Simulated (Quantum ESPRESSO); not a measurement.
## Kohn-Sham bands of Cu (fcc (Cu type))

```xyz
1
Lattice="0.0000 1.7887 1.7887 1.7887 0.0000 1.7887 1.7887 1.7887 0.0000" Properties=species:S:1:pos:R:3 pbc="T T T"
Cu     0.0000     0.0000     0.0000
```

Structure: Materials Project mp-30, symmetrised, not relaxed again. This is the element's usual structure. Computed values, not measurements, from LDA: Quantum ESPRESSO (norm-conserving PseudoDojo potentials, cutoff 74 Ry, no spin polarisation, no spin-orbit coupling) on a Γ-centred 12×12×12 mesh, then Wannier90. Density: 20×20×20 mesh, cold smearing 0.01 Ry.

### Question
List the Kohn-Sham levels between −8 and 3.0 eV relative to the Fermi level at the high-symmetry points, as a band run of pw.x on that density gives them (levels within 2 meV counted together).

### Answer
| point | k (reciprocal lattice) | levels (eV) |
|---|---|---|
| Γ | 0.000 0.000 0.000 | -3.08 (×3), -2.18 (×2) |
| X | 0.500 0.000 0.500 | -5.05, -4.57, -1.57, -1.41 (×2), 1.41 |
| U | 0.625 0.250 0.625 | -4.44, -4.20, -2.82, -2.03, -1.63 |
| K | 0.375 0.375 0.750 | -4.44, -4.20, -2.82, -2.03, -1.63 |
| L | 0.500 0.500 0.500 | -5.28, -3.11 (×2), -1.57 (×2), -1.12 |
| W | 0.500 0.250 0.750 | -4.26, -3.63 (×2), -2.23, -1.42 |
